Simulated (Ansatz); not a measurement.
# HfO2 with Ta replacing Hf: a ladder of calculations

Cell of run 1: a supercell of HfO2 (fluorite type, Fm-3m) built from a COD entry, with all atoms left at the host's positions.

Space group Fm-3m (No. 225); a = 10.2300 Å.

```
site  Wyckoff  site symmetry       x       y       z
  Ta       4a           m-3m  0.0000  0.0000  0.0000
 Hf2      24d           m.mm  0.2500  0.2500  0.0000
 Hf8       4b           m-3m  0.5000  0.5000  0.5000
  O9      32f            .3m  0.1250  0.1250  0.1250
 O12      32f            .3m  0.6250  0.3750  0.3750
```

One atom of each set is listed; the run and its k-mesh use a cell of 24 atoms with edges of 7.23, 7.23, 7.23 Å.

Relaxed positions (PBE, cell held):

Ta (0.0000, 0.0000, 0.0000)
Hf2 (0.2500, 0.2500, 0.0000)
Hf8 (0.5000, 0.5000, 0.5000)
O9 (0.1211, 0.1211, 0.1211)
O12 (0.6265, 0.3735, 0.3735)

All runs are DFT with Ansatz 0.2.0 (plane waves and PAW, scalar-relativistic unless spin–orbit coupling is named, Γ-centred meshes, Fermi–Dirac smearing where given) in this cell, at cell charge +1.

Run 1: PBE, atoms at the host's positions; 420 eV, 3×3×3 k-points, smearing 0.01 eV.
Run 2: PBE, atoms relaxed; 420 eV, 3×3×3 k-points, smearing 0.01 eV.
Run 3: r2SCAN, at the relaxed atoms; 500 eV, 3×3×3 k-points, smearing 0.01 eV.

| run | Hf2 V_zz (η) | O9 V_zz (η) | O12 V_zz (η) |
| --- | --- | --- | --- |
| 1 | -3.41 (0.93) | 2.45 (0.00) | 0.20 (0.00) |
| 2 | ? | ? | ? |
| 3 | -4.86 (0.29) | 1.98 (0.00) | 0.74 (0.00) |

V_zz in 10²¹ V/m²; 3 of the 5 sets of like atoms are followed.

(1) Estimate the row of run 2.

## Answers

(1) Hf2: -4.78 (0.32); O9: 1.81 (0.00); O12: 0.71 (0.00). It lies nearest to run 3, from whose tensors on these sites it differs by 0.17 at most (largest principal value of the difference, on O9). Taken one at a time, the positions of the atoms (as given or relaxed) move the tensors on these sites by up to 1.51 (largest principal value of the change, on Hf2), the functional (r2SCAN with its higher cutoff) by 0.17 (O9). The defect's own atom has next to no gradient in any run.

The defect repeats with the cell of 24 atoms, so it feels its images: sites between two images don't show the values beside a lone defect, and zeros or small values of η there can come from the images' arrangement. This high-symmetry form of HfO2 is unstable when cold, to shifts of the oxygen columns, towards the tetragonal form. The symmetry of the cell holds that distortion back, wholly or in part, and it would change the field gradients, the more the larger the distortion. A uniform background compensates the cell's charge. Without spin–orbit coupling the gradients at and beside Hf and Ta can be off by some per cent, at some sites by more. The relaxation keeps the site symmetry m-3m of the start, so the impurity can't leave its site; a start off the site could end lower. In run 1 the atoms aren't at the calculated equilibrium (largest force 1.4 eV/Å).
